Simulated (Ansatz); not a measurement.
Si₃N₄:
Space group P6₃/m (No. 176); a = 7.6245 Å, b = 7.6245 Å, c = 2.9104 Å, α = 90.00°, β = 90.00°, γ = 120.00°

```
atom  site  symmetry       x       y       z
----  ----  --------  ------  ------  ------
Si      6h       m..  0.4064  0.2324  0.2500
N       2d      -6..  0.6667  0.3333  0.2500
N       6h       m..  0.0296  0.3300  0.2500
```

Relaxed with PBEsol.

Question: Which orbitals make up the states near the band edges in PBEsol (plane waves, PAW; program Ansatz)?

Answer: Top 1 eV of the valence band: N 2p 94 %. Bottom 1 eV of the conduction band: Si 3p 46 %, N 2s 18 %, Si 3s 11 %, N 2p 6 %, outside the projected shells 19 %. Projections are on Löwdin-orthogonalised atomic valence shells; empty p or d shells of many metals are not among them.

Question: Tabulate the density of states.

Answer: States/eV per cell of 14 atoms, in 0.25 eV bins, energy from the valence-band maximum.

| E (eV) | total | N 2p | Si 3p | N 2s |
|---|---|---|---|---|
| -7.86 | 4.89 | 2.88 | 0.74 | 0.36 |
| -7.61 | 2.65 | 1.56 | 0.42 | 0.20 |
| -7.36 | 2.52 | 1.51 | 0.52 | 0.17 |
| -7.11 | 3.77 | 2.29 | 0.85 | 0.23 |
| -6.86 | 5.05 | 3.12 | 1.11 | 0.33 |
| -6.61 | 3.14 | 1.97 | 0.75 | 0.16 |
| -6.36 | 4.59 | 2.94 | 1.23 | 0.16 |
| -6.11 | 4.58 | 2.99 | 1.14 | 0.17 |
| -5.86 | 6.32 | 4.24 | 1.54 | 0.21 |
| -5.61 | 5.39 | 3.68 | 1.30 | 0.18 |
| -5.36 | 5.43 | 3.79 | 1.32 | 0.13 |
| -5.11 | 8.12 | 5.74 | 1.94 | 0.20 |
| -4.86 | 8.65 | 6.22 | 1.91 | 0.26 |
| -4.61 | 9.57 | 7.12 | 1.98 | 0.21 |
| -4.36 | 6.51 | 4.91 | 1.26 | 0.16 |
| -4.11 | 6.20 | 4.77 | 1.15 | 0.13 |
| -3.86 | 4.14 | 3.24 | 0.69 | 0.09 |
| -3.61 | 4.89 | 3.92 | 0.73 | 0.09 |
| -3.36 | 7.05 | 5.86 | 0.95 | 0.08 |
| -3.11 | 5.62 | 4.73 | 0.56 | 0.18 |
| -2.86 | 6.04 | 5.22 | 0.50 | 0.13 |
| -2.61 | 2.23 | 1.89 | 0.16 | 0.09 |
| -2.36 | 1.52 | 1.31 | 0.10 | 0.07 |
| -2.11 | 4.99 | 4.30 | 0.34 | 0.19 |
| -1.86 | 7.44 | 6.62 | 0.38 | 0.18 |
| -1.61 | 9.46 | 8.69 | 0.29 | 0.13 |
| -1.36 | 9.70 | 8.88 | 0.36 | 0.14 |
| -1.11 | 5.62 | 5.20 | 0.19 | 0.07 |
| -0.86 | 3.83 | 3.56 | 0.14 | 0.05 |
| -0.61 | 3.63 | 3.39 | 0.13 | 0.03 |
| -0.36 | 3.54 | 3.34 | 0.11 | 0.01 |
| -0.11 | 0.91 | 0.87 | 0.02 | 0.00 |
| 0.14 | 0.00 | 0.00 | 0.00 | 0.00 |
| 0.39 | 0.00 | 0.00 | 0.00 | 0.00 |
| 0.64 | 0.00 | 0.00 | 0.00 | 0.00 |
| 0.89 | 0.00 | 0.00 | 0.00 | 0.00 |
| 1.14 | 0.00 | 0.00 | 0.00 | 0.00 |
| 1.39 | 0.00 | 0.00 | 0.00 | 0.00 |
| 1.64 | 0.00 | 0.00 | 0.00 | 0.00 |
| 1.89 | 0.00 | 0.00 | 0.00 | 0.00 |
| 2.14 | 0.00 | 0.00 | 0.00 | 0.00 |
| 2.39 | 0.00 | 0.00 | 0.00 | 0.00 |
| 2.64 | 0.00 | 0.00 | 0.00 | 0.00 |
| 2.89 | 0.00 | 0.00 | 0.00 | 0.00 |
| 3.14 | 0.00 | 0.00 | 0.00 | 0.00 |
| 3.39 | 0.00 | 0.00 | 0.00 | 0.00 |
| 3.64 | 0.00 | 0.00 | 0.00 | 0.00 |
| 3.89 | 0.00 | 0.00 | 0.00 | 0.00 |
| 4.14 | 0.01 | 0.00 | 0.01 | 0.00 |
| 4.39 | 0.33 | 0.01 | 0.15 | 0.05 |
| 4.64 | 4.32 | 0.21 | 1.94 | 0.84 |
| 4.89 | 5.11 | 0.33 | 2.34 | 0.92 |
| 5.14 | 5.98 | 0.43 | 2.96 | 0.90 |
| 5.39 | 6.24 | 0.52 | 3.04 | 0.93 |
| 5.64 | 6.58 | 0.66 | 3.18 | 0.92 |
| 5.89 | 5.19 | 0.57 | 2.51 | 0.75 |
| 6.14 | 6.81 | 0.76 | 3.16 | 1.09 |
| 6.39 | 4.86 | 0.52 | 2.33 | 0.75 |
| 6.64 | 5.96 | 0.65 | 2.89 | 0.89 |
| 6.89 | 7.05 | 0.85 | 3.08 | 0.99 |
| 7.14 | 5.89 | 0.81 | 2.42 | 0.74 |
| 7.39 | 8.29 | 1.23 | 3.20 | 0.99 |
| 7.64 | 6.84 | 1.08 | 2.89 | 0.66 |
| 7.89 | 6.68 | 1.07 | 2.69 | 0.72 |
| 8.14 | 5.86 | 1.02 | 2.32 | 0.52 |
| 8.39 | 3.75 | 0.60 | 1.66 | 0.24 |
| 8.64 | 4.75 | 0.86 | 1.89 | 0.27 |
| 8.89 | 7.73 | 1.35 | 2.85 | 0.43 |

Space group P6_3/m. Symmetry was held in the PBEsol relaxation.

Potentials: the earlier of the program's two PAW sets. The files were generated under PBE; for other functionals the program regenerates the frozen cores, and for LDA and PBEsol the local potential too.
